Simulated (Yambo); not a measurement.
Yambo run on AgBr (rock salt, space group Fm-3m, No. 225). The wavefunctions come from this Quantum ESPRESSO step (PBEsol, PseudoDojo standard norm-conserving files, scalar-relativistic):

```
&CONTROL
  calculation = 'nscf'
  pseudo_dir = './pseudo'
  outdir = './out'
/
&SYSTEM
  ibrav = 0
  nat = 2
  ntyp = 2
  ecutwfc = 82.0
  ecutrho = 328.0
  occupations = 'fixed'
  force_symmorphic = .true.
  nbnd = 115
/
&ELECTRONS
  conv_thr = 2e-09
  diago_full_acc = .true.
  diago_thr_init = 1e-08
/
ATOMIC_SPECIES
Br 79.9040 Br.upf
Ag 107.8682 Ag.upf
CELL_PARAMETERS angstrom
  0.000000000000   2.837455215000   2.837455215000
  2.837455215000   0.000000000000   2.837455215000
  2.837455215000   2.837455215000   0.000000000000
ATOMIC_POSITIONS crystal
Br   0.500000000000   0.500000000000   0.500000000000
Ag   0.000000000000   0.000000000000   0.000000000000
K_POINTS automatic
4 4 4 0 0 0
```

Yambo input:

```
rim_cut
gw0
dyson
el_el_corr
HF_and_locXC
ppa
em1d
RandQpts= 1000000
RandGvec= 1 Ry
EXXRLvcs= 82 Ry
VXCRLvcs= 328 Ry
Chimod= "HARTREE"
% BndsRnXp
 5 | 114 |
%
NGsBlkXp= 10 Ry
% LongDrXp
 1.0 | 1.0 | 1.0 |
%
PPAPntXp= 27.2114 eV
% GbndRnge
 1 | 114 |
%
GTermKind= "BG"
DysSolver= "n"
ExtendOut
% QPkrange
 1 | 1 | 13 | 14 |
 3 | 3 | 13 | 14 |
%
```

k points by index: 1 = Γ, 3 = L.

Table of the .qp output:

```
#    K-point    Band    Eo [eV]    E [eV]    E-Eo [eV]    Vxc [eV]    Vnlxc [eV]    Sc|Eo [eV]    Sc|E [eV]    dSc/dw|Eo [eV]    Re(Z)    Im(Z)
#
    1    13    -2.072721    -3.012092    -0.939370    -13.18490    -16.67002    2.309455    2.545751    -6.844240    0.799026    -0.001171
    1    14    0.498524    0.884342    0.385818    -10.98527    -6.775111    -3.743226    -3.824339    -5.719537    0.826316    -0.001078
    3    13    0.000000    -0.895452    -0.895452    -19.77118    -24.06986    3.179378    3.403226    -6.801570    0.800028    -0.001202
    3    14    3.452706    3.725408    0.272703    -9.232864    -4.993758    -3.911430    -3.966403    -5.483472    0.832282    -0.001113
```
(The two width columns are left out.) Convergence of these settings isn't established.

Spin-orbit coupling is not included.

Geometry relaxed with PBEsol.
